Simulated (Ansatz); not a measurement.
An Ansatz (a quantum-chemistry and plane-wave program) run. Input:

Ansatz 0.2 input:
```yaml
crystal:
  lattice:
    - [-3.3021795469, 3.3021795469, 1.9078462496]
    - [3.3021795469, -3.3021795469, 1.9078462496]
    - [3.3021795469, 3.3021795469, -1.9078462496]
  atoms:
    - { symbol: Si, position: [0.1788005202, 0.1788005202, 0.3576010404] }
    - { symbol: Si, position: [0.8211994798, 0.8211994798, 0.6423989596] }
    - { symbol: Si, position: [0.1788005202, 0.8211994798, 0.0] }
    - { symbol: Si, position: [0.8211994798, 0.1788005202, 0.0] }
kpoints:
  mp_grid: { grid: [8, 8, 8] }
hamiltonian:
  xc: lda
  pseudopotentials: { kind: paw }
scf:
  occupations: { method: fixed }
phonons:
  method: dfpt
  response_accuracy: low
  eigenvectors: true
  rigid_motions: translations
```

Output (shortened):

```
zone centre: on kpoints.mp_grid the ground state, and the responses unless they are solved on pairs of k-points, stand on 150 of the mesh's 512 k-points, …
Pseudopotentials: kind: paw
Pseudopotential: Si, paw, valence charge 4
Functional definition: SPW92
Crystal: 4 atoms, lattice volume = 83.216 Å³
Basis set: ecut = 420 eV, 1631 PW (Γ), exchange–correlation on 72×72×72 points (8 copies of the dense FFT grid, shifted against one another)
Bands: 12, of which v1, the nominal top of the filled ones, is band 8 counted from 1 (7 counted from 0)
Symmetry: 16 space group operations
k-points: 150 of 512 (irreducible under 2 space group operations, time reversal used)
PAW frozen core: Si, regenerated for the run's functional, and the local potential with it
Initial wavefunctions: pseudopotential atomic-orbital guess
Eigensolver: davidson
Functional: x = slater, c = lda
SCF iter   1: F=—  HF=-2434.138366 eV  |F-HF|=—  |Δ(HF+E_count)|=         —  Δρ=3.50e-3  dr2=8.88e-3  ethr=1.77e-3  ⟨swp⟩=4.5  Hψ=10656  notcnv=0  defer=276
all-band conjugate gradients solve this SCF's bands
preconditioner: auto → none
SCF iter   2: F=—  HF=-2434.136123 eV  |F-HF|=—  |Δ(HF+E_count)|=   2.24e-3  Δρ=1.59e-3  dr2=1.27e-3  ethr=5.55e-5  ⟨swp⟩=2.8  Hψ=4334  notcnv=0  defer=296
SCF iter   3: F=—  HF=-2434.135922 eV  |F-HF|=—  |Δ(HF+E_count)|=   2.00e-4  Δρ=4.07e-4  dr2=1.66e-4  ethr=7.96e-6  ⟨swp⟩=2.7  Hψ=3185  notcnv=0  defer=296
SCF iter   4: F=—  HF=-2434.135889 eV  |F-HF|=—  |Δ(HF+E_count)|=   3.28e-5  Δρ=8.33e-5  dr2=4.23e-6  ethr=1.04e-6  ⟨swp⟩=2.6  Hψ=2861  notcnv=0  defer=228
SCF iter   5: F=—  HF=-2434.135890 eV  |F-HF|=—  |Δ(HF+E_count)|=   1.01e-6  Δρ=8.10e-6  dr2=5.00e-8  ethr=2.64e-8  ⟨swp⟩=2.1  Hψ=2945  notcnv=0  defer=29
SCF iter   6: F=—  HF=-2434.135891 eV  |F-HF|=—  |Δ(HF+E_count)|=   5.84e-7  Δρ=1.43e-6  dr2=1.02e-9  ethr=3.12e-10  ⟨swp⟩=2.5  Hψ=2866  notcnv=0
SCF iter   7: F=-2434.135891 eV  HF=-2434.135891 eV  |F-HF|=1.18e-11  |Δ(HF+E_count)|=  3.09e-10  Δρ=1.19e-7  dr2=1.53e-11  ethr=1.00e-12  ⟨swp⟩=8.1  Hψ=12144  notcnv=0
SCF 1 converged in 7 iterations: F = -2434.135891 eV  dr2 = 1.53e-11
DFPT response loops at Γ: preconditioner auto → Resta (q_TF=auto, 2.073 Å⁻¹)  ε∞=20.3 (no band partly filled) …
SCF converged after 7 iterations
Free energy (F): -2434.135891 eV
Harris-Foulkes:  -2434.135891 eV  (|F-HF|=1.18e-11)
Internal energy: -2434.135891 eV  (E = F + TS)
E sigma→0 (E₀):  -2434.135891 eV
Fermi energy:    5.867347 eV
--- Per-component energies (eV) ---
  E_band       = 9.344443
  E_kinetic    = 162.523384
  E_local      = -140.215922  (includes V_loc(G=0)·N_el)
  E_nonlocal   = 108.528304
  E_hartree    = 39.360268
  E_xc         = -219.366181
  E_vxc        = -188.673823  (∫ρ·V_xc dr)
  E_paw        = -1944.609800  (= ΣΔE_a)
  E_vpaw       = -11.538074  (= ΣTr[D̂ρ^β])
  E_aug_tail   = 0.000023  (compensation charges beyond the density's cutoff)
  E_ewald      = -440.693290
  E_core_change = 0.337323  (= ΣΔE_core)
  E_smearing   =  0.000000  (= −TS)
  E_closure    = 0.000000  (closes the sum)
  Σ components = -2434.135891   (vs F -2434.135891, Δ=0.00e0)
  [band-id]    e_kinetic+e_local+e_nonlocal+2·e_hartree+e_vxc+e_vpaw+e_augmentation_tail = 9.344428   (vs E_band 9.344443, Δ=-1.52e-5)
--- Band table (eV; the first three rows and the last of 150) ---
  k-point 0: bands = ["-6.3306", "-2.0166", "0.2301", "0.2301", "2.0144", "4.3611", "4.3611", "5.2978", "7.2404", "7.4222", "7.4222", "8.1258"]
  k-point 1: bands = ["-6.2432", "-2.3776", "0.2483", "0.2991", "2.4642", "4.2602", "4.3397", "4.7839", "6.9708", "7.5163", "7.9372", "8.0066"]
  k-point 2: bands = ["-5.9870", "-3.1435", "0.3293", "0.4916", "3.3237", "3.9407", "4.0576", "4.2895", "6.5707", "7.7751", "7.8811", "8.2395"]
  k-point 149: bands = ["-4.0802", "-4.0802", "-3.4036", "0.7040", "2.8805", "5.6484", "5.8673", "5.8673", "6.1370", "9.1642", "9.3448", "9.8694"]
  band table: 12 of 12 bands, residual norms ≤ 1.0e-3 eV
--- Phonons (Γ-DFPT): 2 representative perturbations + reference, on 150 of 512 k-points (Σ response iterations 6) ---
  k mesh reduced under 2 symmetry operations, with k and −k counted as one. Each operation leaves every solved displacement unchanged or reverses it
  ASR residual: 7.842e-5 → 0.000e0 eV/Å²; symmetrization residual: 2.344e-6 eV/Å²
  ASR residual per site (eV/Å²): 7.84e-5 7.84e-5 7.84e-5 7.84e-5
  Γ frequencies (cm⁻¹): 0.00 0.00 0.00 133.53 196.80 397.39 397.39 404.93 415.99 496.80 496.80 537.78
  non-analytic LO–TO correction: not included (Born effective charges unavailable; polar crystals: no LO–TO splitting at Γ)
```

Cost: very roughly 19 core-seconds on shared cores.

Space group I4/mmm. The workflow started from a Materials Project entry (that database holds measured and hypothetical structures alike); the Crystallography Open Database copy checked does not list it. It is not the phase usual at ambient conditions (space group No. 227). The cell was relaxed with LDA under the symmetry of its start; phonons on a q-mesh show no instability.

Potentials: the later of the program's two PAW sets.

Ansatz is a plane-wave DFT program.
